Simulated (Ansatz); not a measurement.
The relaxed structure here is a generated cell of Y2Ge: the first start was made by placing the elements on the sites of a structure type, and the end was not matched to a known phase here, so it may be hypothetical.

The start is a generated cell, Y2Ge placed in the Ni2In structure type. Cell shape, volume and atoms are optimised at zero target pressure with r2SCAN (plane waves to 500 eV, PAW, scalar-relativistic; Ansatz, a program for electronic structure). The first steps use a coarse 5×5×4 k-mesh.

Input geometry:
```
Y2Ge
1.0
    5.07842     0.00000     0.00000
   -2.53921     4.39804     0.00000
    0.00000     0.00000     6.22245
Ge Y
2 4
Direct
  0.33333   0.66667   0.25000
  0.66667   0.33333   0.75000
  0.00000   0.00000   0.00000
  0.00000   0.00000   0.50000
  0.33333   0.66667   0.75000
  0.66667   0.33333   0.25000
```

```json
{
  "outcome": "The space group stays P6₃/mmc (No. 194) (the run could not lower it); the end is AFLOW prototype AB2_hP6_194_c_ad (B8_2, as in InNi2), with 6 atoms in the primitive cell",
  "energy_released": "0.01 eV/atom",
  "optimiser_moves": "5"
}
```

Relaxed structure:

Space group P6₃/mmc (No. 194); a = 5.155 Å, b = 5.155 Å, c = 6.362 Å, α = 90.00°, β = 90.00°, γ = 120.00°

```json
[
 {"atom": "Ge", "site": "2c", "symmetry": "-6m2", "x": "0.3333", "y": "0.6667", "z": "0.2500"},
 {"atom": "Y", "site": "2a", "symmetry": "-3m.", "x": "0.0000", "y": "0.0000", "z": "0.0000"},
 {"atom": "Y", "site": "2d", "symmetry": "-6m2", "x": "0.6667", "y": "0.3333", "z": "0.2500"}
]
```

Final values are on a 11×11×8 k-mesh of the relaxed cell. No spin polarisation in the result.

The run could not lose the symmetry of its start; a randomly shaken copy of 12 atoms returns to this structure.

All atoms sit on sites fixed by symmetry, so only the cell could relax.
